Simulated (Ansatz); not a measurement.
ZnS in space group R3m (No. 160; Pearson symbol hR6), r²SCAN (plane waves, PAW; program Ansatz), all energies at zero smearing, with the estimated change up to a 700 eV cutoff added, with one set of potentials and settings (totals compare only within such a set). Cell of 6 atoms (3 Zn, 3 S): -12700.345 eV.

```json
[
 {"element": "Zn", "reference phase": "P6_3/mmc, 2 atoms in the cell", "E (eV/atom)": "-3325.6729"},
 {"element": "S", "reference phase": "P2/c, 32 atoms in the cell", "E (eV/atom)": "-905.8156"}
]
```

Formation energy per atom, worked out: (-12700.345 − 3×(-3325.6729) − 3×(-905.8156))/6 = -0.980 eV/atom (-95 kJ per mol of atoms), at 0 K, without zero-point energy or fitted corrections.

The first step of the workflow began from a Materials Project structure, measured or hypothetical; the Crystallography Open Database files this formula in space group No. 160, but the cells were not matched. It is not the phase usual at ambient conditions (space group No. 186, 216). Symmetry was held in the r²SCAN relaxation; whether a distortion lowers the energy is not shown. The references are the lowest solids computed at this level, not always the standard phases.

Potentials: the later of the program's two PAW sets.
